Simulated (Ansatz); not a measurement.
LaTe (rock salt, space group No. 225), r²SCAN in the plane-wave PAW code Ansatz, all energies at zero smearing, with the estimated change up to a 700 eV cutoff added, with one set of potentials and settings (totals compare only within such a set). Cell of 2 atoms (1 La, 1 Te): -13263.446 eV.

```json
[
 {"element": "La", "reference phase": "P6_3/mmc, 4 atoms in the cell", "E (eV/atom)": "-6264.8722"},
 {"element": "Te", "reference phase": "P3_121, 3 atoms in the cell", "E (eV/atom)": "-6994.9041"}
]
```

Formation energy per atom, worked out: (-13263.446 − 1×(-6264.8722) − 1×(-6994.9041))/2 = -1.835 eV/atom (-177 kJ per mol of atoms), at 0 K, without zero-point energy or fitted corrections.

Space group Fm-3m (rock salt). The first step of the workflow began from a Materials Project structure, measured or hypothetical; the Crystallography Open Database files this formula in space group No. 225, but the cells were not matched. Whether it is the stable phase at ambient conditions was not checked. Symmetry was held in the r²SCAN relaxation; its stability against distortions is not shown here. The references are the lowest solids computed at this level, not always the standard phases. Scalar-relativistic: spin–orbit coupling is off unless named, which matters more the heavier the elements.

Potentials: the earlier of the program's two PAW sets.
